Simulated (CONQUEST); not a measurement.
A self-consistent single point of SnSe2 (P-3m1, 6 atoms in the cell; from Materials Project mp-665, changed as shown).

```
CELL_PARAMETERS angstrom
      4.01239     0.00000     0.00000
      0.00000     6.94967     0.00000
      0.00000     0.00000     6.77371
ATOMIC_POSITIONS crystal
  Sn 0.00000 0.00000 0.00000
  Sn 0.50000 0.50000 0.00000
  Se 0.50000 0.16667 0.75710
  Se 0.00000 0.33333 0.24290
  Se 0.00000 0.66667 0.75710
  Se 0.50000 0.83333 0.24290
```

All values come from this method and carry its errors: PBE, numerical atomic orbitals double-zeta with polarisation (the shipped basis), PseudoDojo norm-conserving potentials made for PBE (CONQUEST).

CONQUEST settings:

| key | value |
|---|---|
| basis | DZP |
| Diag.MPMeshX, Y, Z | 6 4 4 |
| potentials | PseudoDojo norm-conserving PBE |
| Grid.GridCutoff | 175 Ha |
| DM.SolutionMethod | diagon |
| Diag.kT | 0.001837 Ha |
| Diag.GammaCentred | true |
| minE.SCTolerance | 1.0e-06 |
| SC.MaxIters | 100 |
| SC.LinearMixingFactor | 0.5 |
| AtomMove.TypeOfRun | static |

Results:

```
Quantity                                                  Result
------------------------------------------------  --------------
Number of valence electrons                                   92
Number of bands                                              108
Number of k-points after the program's reduction              74
Size of the basis                                            108
Number of SCF iterations                                       7
FFT grid                                            48 × 80 × 80
Free energy E − TS                                -17484.6229 eV
Top of the valence band (on the code's own zero)        -5.57 eV
Gap on the k-point mesh                                  0.54 eV
Pressure                                               -3.62 GPa
Largest force (vector length)                         0.504 eV/Å
```

Forces (eV/Å):
| atom | Fx | Fy | Fz |
|---|---|---|---|
| Sn1 | 0.000 | 0.000 | 0.000 |
| Sn2 | 0.000 | 0.000 | 0.000 |
| Se3 | 0.000 | -0.002 | 0.504 |
| Se4 | 0.000 | 0.002 | -0.504 |
| Se5 | 0.000 | -0.002 | 0.504 |
| Se6 | 0.000 | 0.002 | -0.504 |

Gaps are taken between levels on the mesh.

For comparison: a first run was changed to give this one (lattice scaled by 1.02), and from it to this one the free energy rises by 28.2 meV/atom, the pressure goes from -1.16 to -3.62 GPa, the largest force goes from 0.124 to 0.504 eV/Å and the gap on the mesh goes from 0.626 to 0.535 eV.

The program uses no crystal symmetry, so grid and mesh can part values that symmetry would make equal. The atom-centred basis is finite, which shifts total energies, pressures, gaps and forces against plane waves. The structure comes from a collection of computed structures, made at another level of theory; the collection holds predicted forms beside known ones. Its lattice was then scaled.

Cost on one core: around 50 core-seconds (rough).
